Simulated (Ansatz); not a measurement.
Cell and atoms are relaxed with the symmetry kept. Start:

```xyz
4
Lattice="-1.8980 1.8980 4.3520 1.8980 -1.8980 4.3520 1.8980 1.8980 -4.3520" Properties=species:S:1:pos:R:3 pbc="T T T"
Ta    0.0000    0.0000    0.0000
Ga    0.0000    1.8980    2.1760
Ga    1.8980    0.0000    2.1760
Ga    0.0000    0.0000    4.3520
```

Computed with DFT r2SCAN, scalar-relativistic, plane waves, PAW (Ansatz).

Cutoff 500 eV; k points 16×16×16 on the computed 4-atom cell (Γ-centred); Gaussian smearing, width 0.10 eV; no spin polarisation.

Task: What does it relax to?

Result: The volume goes down by 0.12 Å³/atom to 15.56 Å³/atom, and the energy falls by 0.5 meV/atom. Final structure:
```cif
data_structure
_symmetry_space_group_name_H-M 'I4/mmm'
_symmetry_Int_Tables_number 139
_cell_length_a 3.7893
_cell_length_b 3.7893
_cell_length_c 8.6683
_cell_angle_alpha 90.000
_cell_angle_beta 90.000
_cell_angle_gamma 90.000
_cell_volume 124.46
loop_
_atom_site_label
_atom_site_type_symbol
_atom_site_symmetry_multiplicity
_atom_site_Wyckoff_symbol
_atom_site_fract_x
_atom_site_fract_y
_atom_site_fract_z
_atom_site_occupancy
Ta1 Ta 2 a 0.00000 0.00000 0.00000 1
Ga1 Ga 4 d 0.00000 0.50000 0.25000 1
Ga2 Ga 2 b 0.50000 0.50000 0.00000 1
```

Course of the relaxation (steps run on the plane waves of an earlier cell, and the basis is chosen afresh near the end, so energy and pressure can step there; trial steps that raised the energy were taken back; energies are free energies):

```tsv
step	E − E_final (meV/atom)	P (GPa)	V (Å³/atom)
1	0.5	-1.09	15.68
2	0.3	1.00	15.45
3	-0.1	-0.03	15.56
4	0.0	-0.03	15.56
```

Spin–orbit coupling is left out, which can shift energies with elements as heavy as these.